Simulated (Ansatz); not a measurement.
## CoSi2: from a starting cell to a relaxed one

The start is a generated cell, CoSi2 placed in the AFLOW prototype A2B_tP6_129_ac_c (C38, as in Cu2Sb). Cell shape, volume and atoms are optimised at zero target pressure with PBEsol (plane waves to 420 eV, PAW, scalar-relativistic; Ansatz, a quantum-chemistry and plane-wave program). The first steps use a coarse 7×7×4 k-mesh.

Initial structure:
```yaml
crystal:
  lattice:
    - [3.59612, 0.00000, 0.00000]
    - [0.00000, 3.59612, 0.00000]
    - [0.00000, 0.00000, 5.48713]
  atoms:
    - { symbol: Si, position: [0.00000, 0.00000, 0.00000] }
    - { symbol: Si, position: [0.50000, 0.50000, 0.00000] }
    - { symbol: Si, position: [0.50000, 0.00000, 0.27000] }
    - { symbol: Si, position: [0.00000, 0.50000, 0.73000] }
    - { symbol: Co, position: [0.50000, 0.00000, 0.70000] }
    - { symbol: Co, position: [0.00000, 0.50000, 0.30000] }
```
Spin-polarised start, with parallel moments on Co.

- Initial pressure = +11 GPa (positive: the cell is compressed)
- Largest initial force = about 4.3 eV/Å, on Si3, Si4 (atoms numbered as listed)
- Outcome = The space group stays P4/nmm (No. 129) (the run could not lower it), with 6 atoms in the primitive cell
- Volume change = +2.1 %, from 11.83 to 12.07 Å³/atom
- Shortest distances (start → end) = The closest pairs of elements (up to four, under 3.6 Å), start → end: Co–Si 2.36 → 2.28 Å; Si–Si 2.33 → 2.40 Å; Co–Co 3.36 → 3.40 Å
- Band gap at the end = zero (metallic)
- Moments at the end = zero (the starting moments vanished)
- Optimiser moves = 11

Relaxed structure:

Space group P4/nmm, origin choice 1 (No. 129); a = 3.4009 Å, b = 3.4009 Å, c = 6.2616 Å, α = 90.00°, β = 90.00°, γ = 90.00°

```csv
atom,site,symmetry,x,y,z
Si,2a,-4m2,0.0000,0.0000,0.0000
Si,2c,4mm,0.5000,0.0000,0.3862
Co,2c,4mm,0.0000,0.5000,0.2434
```

Final values are on a 14×14×8 k-mesh of the relaxed cell. No spin polarisation in the result: the starting moments vanished. A magnetic state may lie lower.

The run could not lose the symmetry of its start; a randomly shaken copy of 12 atoms returns to this structure.

The relaxed structure here is a generated cell of CoSi2: the first start was made by placing the elements on the sites of a structure type, and the end was not matched to a known phase here, so it may be hypothetical. Known forms of CoSi2 include space group No. 225.
